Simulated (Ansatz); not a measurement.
CuI:
```
CELL_PARAMETERS angstrom
      4.13091     0.00000     0.00000
     -2.06546     3.57748     0.00000
      0.00000     0.00000     6.81136
ATOMIC_POSITIONS crystal
  Cu 0.66667 0.33333 0.87361
  Cu 0.33333 0.66667 0.37361
  I  0.66667 0.33333 0.50139
  I  0.33333 0.66667 0.00139
```

Relaxed with LDA. Special points in fractions of this cell's reciprocal vectors: Γ (0.000, 0.000, 0.000); M (0.500, 0.000, 0.000); K (0.333, 0.333, 0.000); A (0.000, 0.000, 0.500); L (0.500, 0.000, 0.500); H (0.333, 0.333, 0.500).

### Question
List the band energies nearest the valence-band maximum at these points for the program Ansatz at the LDA level (PAW).

### Answer
In eV from the valence-band maximum; about four levels below and three above (degenerate sets whole), none deeper than 8.9 eV; points with the same levels are listed once.

| k | below | above |
|---|---|---|
| Γ | -0.89 -0.89 -0.10 0.00 0.00 | 1.27 2.02 4.75 4.75 |
| M | -2.03 -1.94 -1.29 -0.87 | 2.50 2.97 3.93 |
| K | -2.00 -2.00 -1.67 -1.67 -1.59 | 2.93 4.73 4.73 |
| A | -0.48 -0.48 -0.48 -0.48 | 2.39 2.39 5.20 5.20 5.20 5.20 |
| L | -1.47 -1.47 -1.45 -1.45 | 2.39 2.39 3.84 3.84 |
| H | -1.99 -1.99 -1.36 -1.36 | 3.23 3.23 4.89 4.89 |

Space group P6_3mc (wurtzite). The workflow started from a Materials Project entry (that database holds measured and hypothetical structures alike); the Crystallography Open Database files this formula in space group No. 186, but the cells were not matched. It is not the phase usual at ambient conditions (space group No. 216). The LDA relaxation kept the symmetry of its start; phonons on a q-mesh show no instability. No spin polarisation was allowed. Scalar-relativistic: spin–orbit coupling is off unless named, which matters more the heavier the elements.

Potentials: the later of the program's two PAW sets.
